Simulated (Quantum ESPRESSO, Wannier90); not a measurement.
## Wannier functions of CsSnI$_{3}$ (cubic perovskite)

```xyz
5
Lattice="6.2862 0.0000 0.0000 0.0000 6.2862 0.0000 0.0000 0.0000 6.2862" Properties=species:S:1:pos:R:3 pbc="T T T"
Cs     3.1431     3.1431     3.1431
Sn     0.0000     0.0000     0.0000
I      3.1431     0.0000     0.0000
I      0.0000     3.1431     0.0000
I      0.0000     0.0000     3.1431
```

Structure: Materials Project mp-614013, symmetrised, not relaxed again. COD (Crystallography Open Database) records the formula in this space group. Ideal cubic forms of this type are often high-temperature phases that distort on cooling; symmetry holds the cell here, and its stability was not tested. Level: LDA, no spin polarisation, no spin-orbit coupling; pw.x of Quantum ESPRESSO at 58 Ry with PseudoDojo potentials, 6×6×6 k-points, Wannier90. Density: 6×6×6 mesh, Gaussian smearing 0.01 Ry. Spin-orbit coupling is left out although heavy elements are present.

Bands 14-22 form an isolated set from -4.31 to 0.00 eV relative to the valence-band maximum (on the path) and are turned into 9 Wannier functions by minimising the spread from the start: atomic waves I 5p.

Centres (Cartesian, Å; one of the equivalent choices) and spreads:

```json
[
 {"n": "1", "x": "3.143", "y": "0.000", "z": "0.000", "spread (Å²)": "2.540", "nearest atom": "I3"},
 {"n": "2", "x": "3.143", "y": "0.000", "z": "0.000", "spread (Å²)": "5.736", "nearest atom": "I3"},
 {"n": "3", "x": "3.143", "y": "0.000", "z": "0.000", "spread (Å²)": "2.540", "nearest atom": "I3"},
 {"n": "4", "x": "0.000", "y": "3.143", "z": "0.000", "spread (Å²)": "2.540", "nearest atom": "I4"},
 {"n": "5", "x": "0.000", "y": "3.143", "z": "0.000", "spread (Å²)": "2.540", "nearest atom": "I4"},
 {"n": "6", "x": "0.000", "y": "3.143", "z": "0.000", "spread (Å²)": "5.736", "nearest atom": "I4"},
 {"n": "7", "x": "0.000", "y": "0.000", "z": "3.143", "spread (Å²)": "5.736", "nearest atom": "I5"},
 {"n": "8", "x": "0.000", "y": "0.000", "z": "3.143", "spread (Å²)": "2.540", "nearest atom": "I5"},
 {"n": "9", "x": "0.000", "y": "0.000", "z": "3.143", "spread (Å²)": "2.540", "nearest atom": "I5"}
]
```

Ω_I = 31.86 Å², Ω_total = 32.45 Å²; the interpolated bands follow pw.x to 11 meV rms on the path. Only this start was tried; a symmetric start can stop on a saddle, and mixtures of these functions could lower the total by at most Ω_total − Ω_I.
